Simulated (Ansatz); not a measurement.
Lu:
```
CELL_PARAMETERS angstrom
      3.50387     0.00000     0.00000
     -1.75194     3.03444     0.00000
      0.00000     0.00000     5.45544
ATOMIC_POSITIONS crystal
  Lu 0.33333 0.66667 0.75000
  Lu 0.66667 0.33333 0.25000
```

Relaxed with r²SCAN. Special points in fractions of this cell's reciprocal vectors: Γ (0.000, 0.000, 0.000); M (0.500, 0.000, 0.000); K (0.333, 0.333, 0.000); A (0.000, 0.000, 0.500); L (0.500, 0.000, 0.500); H (0.333, 0.333, 0.500).

### Question
List the band energies nearest the Fermi level at these points for r²SCAN with spin–orbit coupling in the plane-wave PAW code Ansatz.

### Answer
In eV from the Fermi level; about four levels below and three above (degenerate sets whole), none deeper than 8.9 eV; points with the same levels are listed once.

| k | below | above |
|---|---|---|
| Γ | -4.13 -4.13 -2.38 -2.38 | 0.54 0.54 2.32 2.32 |
| M | -0.84 -0.84 -0.42 -0.42 | 1.70 1.70 2.09 2.09 |
| K | -0.75 -0.75 -0.61 -0.61 | 1.41 1.41 1.49 1.49 |
| A | -4.13 -4.13 -4.13 -4.13 | 1.38 1.38 1.38 1.38 |
| L | -2.10 -2.10 -2.10 -2.10 | 0.08 0.08 0.08 0.08 |
| H | -0.43 -0.43 -0.39 -0.39 | 0.17 0.17 0.47 0.47 |

Space group P6_3/mmc (hcp (Mg type)). The r²SCAN relaxation kept the symmetry of its start; of distortions, only those at the zone centre were tested.

Potentials: the later of the program's two PAW sets.
